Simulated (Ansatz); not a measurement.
# Data sheet: ZrTa (DFT)

ZrTa:
```yaml
crystal:
  lattice:
    - [2.92765, 0.00000, 0.00000]
    - [0.00000, 2.92765, 0.00000]
    - [0.00000, 0.00000, 4.78178]
  atoms:
    - { symbol: Ta, position: [0.00000, 0.00000, 0.00000] }
    - { symbol: Zr, position: [0.50000, 0.50000, 0.50000] }
```

Space group P4/mmm (No. 123), L1₀ or tetragonal B2; conventional cell a = 2.9276 Å, b = 2.9276 Å, c = 4.7818 Å, α = 90.00°, β = 90.00°, γ = 90.00°.

Method: plane-wave PAW r²SCAN (Ansatz code). Structure relaxed to zero pressure with the same functional. Other levels are named where they apply.

Cell and energy:

```json
{
 "volume_per_atom": "20.49 Å³",
 "density": "11.03 g/cm³",
 "Formation energy from the elements (no fitted shifts)": "22 kJ/mol-atom"
}
```

Electronic structure:

```json
{
 "electronic_character": "metallic (no gap)",
 "Density of states at the Fermi level": "1.4 states/eV per atom (mean over ±0.08 eV)",
 "Gap with spin–orbit coupling": "none (metallic)"
}
```

Mechanics:

```json
{
 "Bulk modulus (Birch–Murnaghan fit)": "132 GPa",
 "Pressure derivative B′": "2.7"
}
```

Charges:

```json
{
 "bader_charges": "Ta -0.79, Zr +0.79 e"
}
```

The start of the workflow was typed in or built on a structure type; neither database checked (COD, Materials Project) lists it. Its standing as an ambient phase is unchecked. The cell was relaxed with r²SCAN under the symmetry of its start; its stability against distortions is not shown here. No spin polarisation was allowed. Its formation energy is positive at this level, so the cell may be metastable or incomplete. Axis ratios of metals converge slowly with the k-mesh, so a and c are less sure than the volume. The references are the lowest solids computed at this level, not always the standard phases. Scalar-relativistic: spin–orbit coupling is off unless named, which matters more the heavier the elements.

Potentials: the later of the program's two PAW sets.
